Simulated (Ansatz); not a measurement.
Input:

GaSb in space group P-6m2 (No. 187; Ga on 1a, Sb on 1f), a = b = 4.0054 Å, c = 3.6332 Å, α = β = 90.00°, γ = 120.00°.

This is the PBE-relaxed structure.

**Question.** All from DFT-PBE in the program Ansatz with PAW potentials, unless another level is named. Give the electronic character.

**Answer.** metallic (no gap).

**Question.** Give the formation energy from the elements (no fitted shifts).

**Answer.** 0.095 eV/atom.

**Question.** Give the density of states at the Fermi level.

**Answer.** 0.51 states/eV per atom (mean over ±0.08 eV).

**Question.** Predict the gap with spin–orbit coupling.

**Answer.** none (metallic).

A made-up cell: these elements were put on the sites of a structure type; neither database checked (COD, Materials Project) lists it. It is not the phase usual at ambient conditions (space group No. 216). The PBE relaxation kept the symmetry of its start; its stability against distortions is not shown here. The references are the lowest solids computed at this level, not always the standard phases. Spin–orbit coupling is left out wherever it is not named.

Potentials: the earlier of the program's two PAW sets.
